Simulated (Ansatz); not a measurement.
**Vibrations of NaI (Fm-3m) by finite displacements**

```xyz
2
Lattice="0.0000 3.1311 3.1311 3.1311 0.0000 3.1311 3.1311 3.1311 0.0000" Properties=species:S:1:pos:R:3 pbc="T T T"
Na    0.0000    0.0000    0.0000
I     3.1311    3.1311    3.1311
```

The conventional cell has a = 6.262 Å, b = 6.262 Å, c = 6.262 Å, α = 90.00°, β = 90.00°, γ = 90.00°. Around Na (atom 1) lie 6 I at 3.13 Å. I (atom 2) is surrounded by 6 Na at 3.13 Å.

Level of theory, where no other is named: LDA, all-electron LAPW in Ansatz 0.2.0, scalar-relativistic. k mesh 6×6×6, fixed occupations, basis error target 1 meV/atom. The cell was relaxed by PAW under this functional, which moved its volume by -9 % from the database entry's.

Atoms are displaced by 0.01 Å in the smallest supercells that hold the wave vectors of a 2×2×2 mesh. Negative values stand for unstable modes. The zone centre has no LO-TO term.

Task: What are the phonon energies at the solved wave vectors, in THz?

Result: 

```tsv
q	point	modes (THz)
0.000 0.000 0.000	Gamma	3.91 (×3)
0.500 0.000 0.000	L	1.69 (×2), 2.42, 3.75 (×2), 5.41
0.500 0.500 0.000	X	1.11 (×2), 1.70, 4.05 (×2), 4.24
```

Task: Is the structure dynamically stable at these wave vectors?

Result: Yes, no mode is unstable there; wave vectors off this mesh aren't tested.

Task: How do the optical zone-centre modes decompose, and which are active?

Result: Point group m-3m: Γ_opt = T1u.

```csv
label,THz,activity,mostly
T1u,3.91,IR,Na (85 %)
```

Task: How well do frozen-core PAW files reproduce these all-electron values?

Result: With a cutoff of 420 eV and displacements of 0.0025 Å, the r.m.s. difference over the modes is 0.0 cm⁻¹; the largest difference is 125.1 (PAW) against 125.2 cm⁻¹ (LAPW).

Task: The cell is scaled evenly to 60.165 and 62.620 Å³ (from 61.393), with free atoms relaxed and the shape held. What are the mode Grüneisen parameters γ = −d ln ω/d ln V?

Result: For the highest mode, 185.0 cm⁻¹ in the small cell and 176.4 in the large one give γ ≈ 1.19. From the change of the dynamical matrix on each mode:

| point | cm⁻¹ | γ |
| --- | --- | --- |
| Gamma | 130.5 | 2.57 |
| L | 56.4 | 2.42 |
| L | 80.8 | 1.64 |
| L | 125.2 | 2.29 |
| L | 180.6 | 1.20 |
| X | 37.0 | -0.26 |
| X | 56.7 | -0.29 |
| X | 134.9 | 2.59 |
| X | 141.3 | 2.58 |

Weighted by the modes' heat capacities at 300 K, the mean on this mesh is 1.72; it moves with the q mesh, and a coarse one overweights the zone boundary. Rows under −0.05 (2 here) are modes that soften under compression and pull towards negative thermal expansion.

Task: Linear response on PAW files adds the field. What are the dielectric tensor, the Born charges and the LO shift?

Result: ε∞ = (3.63, 3.63, 3.63) along x, y, z with local fields. Born charges (xx, yy, zz): Na1 (1.17, 1.17, 1.17); I2 (-1.17, -1.17, -1.17). The highest zone-centre mode lies at 130.5 cm⁻¹ without the macroscopic field and at 180.1 cm⁻¹ with it, for q along x. Lyddane-Sachs-Teller then gives ε₀ = ε∞ (ω_LO/ω_TO)² = 6.91. With the ions free to follow the field, the program's ε₀ is (6.91, 6.91, 6.91).

Keep in mind: the frozen-core PAW files of the compared runs were fitted under PBE, their cores solved anew for this functional; semilocal gaps are low, and ε∞ tends to come out large.
